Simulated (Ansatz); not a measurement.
# SnPt₃, one cell by several methods

```yaml
crystal:
  lattice:
    - [4.00000, 0.00000, 0.00000]
    - [0.00000, 4.00000, 0.00000]
    - [0.00000, 0.00000, 4.00000]
  atoms:
    - { symbol: Sn, position: [0.00000, 0.00000, 0.00000] }
    - { symbol: Pt, position: [0.00000, 0.50000, 0.50000] }
    - { symbol: Pt, position: [0.50000, 0.00000, 0.50000] }
    - { symbol: Pt, position: [0.50000, 0.50000, 0.00000] }
```

Atoms are numbered in the order listed.

The conventional cell has a = 4.000 Å, b = 4.000 Å, c = 4.000 Å, α = 90.00°, β = 90.00°, γ = 90.00°. Sn (atom 1) has 12 Pt at 2.83 Å as nearest neighbours. Pt (atom 2) is surrounded by 4 Sn at 2.83 Å and 8 Pt at 2.83 Å.

The cell comes from COD entry 1523555, which wasn't checked; take it as a given geometry.

Spin–orbit coupling is left out, though it moves levels of the heavy atoms by tenths of an eV or more.

Methods: DFT, LDA, PAW with Ansatz's default frozen-core files, scalar-relativistic (Ansatz 0.2.0); DFT, LDA, all-electron PAW with datasets made for the crystal, scalar-relativistic (Ansatz 0.2.0); DFT, LDA, all-electron LAPW, scalar-relativistic (Ansatz 0.2.0).

For PAW: a Γ-centred 8×8×8 k mesh, Fermi–Dirac smearing of 0.05 eV, cutoff 420 eV, no spin polarisation; the PAW files were made with PBE, and the program remakes their frozen cores for this functional. The crystal-made all-electron datasets (AE datasets) take a cutoff of 260 eV at this cell. LAPW targets a basis error of 0.5 meV/atom. The Ansatz runs share mesh, smearing and spin set-up. Plane-wave (PAW) pressures include the program's estimate of the Pulay term.

Stress and pressure are positive in compression.

Spin–orbit coupling is left out, which moves gradients at and beside heavy atoms by some per cent and at worst by a factor of two.

In a metal, gradients converge slowly with the k mesh: the values move by tens of per cent from one mesh to another, at times in sign, so only the comparison on one mesh counts.

Levels count from the Fermi level.

```csv
quantity,PAW,AE datasets,LAPW
pressure (GPa),-3.59,-3.59,-3.59
highest filled level at M (eV),-1.564,-1.563,-1.563
lowest empty level at M (eV),0.915,0.915,0.915
highest filled level at R (eV),-0.313,-0.312,-0.312
lowest empty level at R (eV),0.855,0.858,0.858
largest principal field gradient Vzz at Pt2 (10²¹ V/m²),-15.72,-16.13,–
```

PAW's pressure differs from the LAPW value by about 0.01 GPa or less. Datasets made for the crystal and LAPW share parts of one code, so their agreement isn't an independent check.
